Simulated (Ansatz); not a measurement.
## AlGa3Sb4: relaxed-ion elastic tensor

These are results of Ansatz 0.2.0, DFT PBE, scalar-relativistic, plane waves, PAW, not measurements. Cutoff 420 eV, 8×8×4 k-points (Γ-centred), Fermi-Dirac smearing of 0.15 eV. No spin polarisation.

Relaxed structure:
```yaml
crystal:
  lattice:
    - [4.39918, 0.00000, 0.00000]
    - [0.00000, 4.39918, 0.00000]
    - [0.00000, 0.00000, 12.42605]
  atoms:
    - { symbol: Al, position: [0.00000, 0.00000, 0.50000] }
    - { symbol: Ga, position: [0.00000, 0.00000, 0.00000] }
    - { symbol: Ga, position: [0.50000, 0.50000, 0.24957] }
    - { symbol: Ga, position: [0.50000, 0.50000, 0.75043] }
    - { symbol: Sb, position: [0.50000, 0.00000, 0.12480] }
    - { symbol: Sb, position: [0.00000, 0.50000, 0.37481] }
    - { symbol: Sb, position: [0.50000, 0.00000, 0.62519] }
    - { symbol: Sb, position: [0.00000, 0.50000, 0.87520] }
```

The structure comes from a generated guess, relaxed at this level; another structure or a mixture of phases may lie lower. In a metal, frequencies and elastic constants depend on the k mesh and the smearing, soft modes and shear constants most. Spin–orbit coupling is left out, which matters for heavy elements.

Question: Give the relaxed-ion elastic constants (GPa, Voigt order xx yy zz yz xz xy, on the Cartesian axes of the cell above).

Answer:
```
87.2 17.1 31.8  0.0  0.0  0.0
17.1 87.2 31.8  0.0  0.0  0.0
31.8 31.8 72.3  0.0  0.0  0.0
 0.0  0.0  0.0 35.2  0.0  0.0
 0.0  0.0  0.0  0.0 35.2  0.0
 0.0  0.0  0.0  0.0  0.0 20.4
```

Question: Is the crystal stable against homogeneous strain?

Answer: Yes: the least eigenvalue of the tensor is 20.4 GPa.

Question: And the moduli of a polycrystal (Hill averages)?

Answer: B = 45 GPa, G = 28 GPa, E = 70 GPa, ν = 0.24.
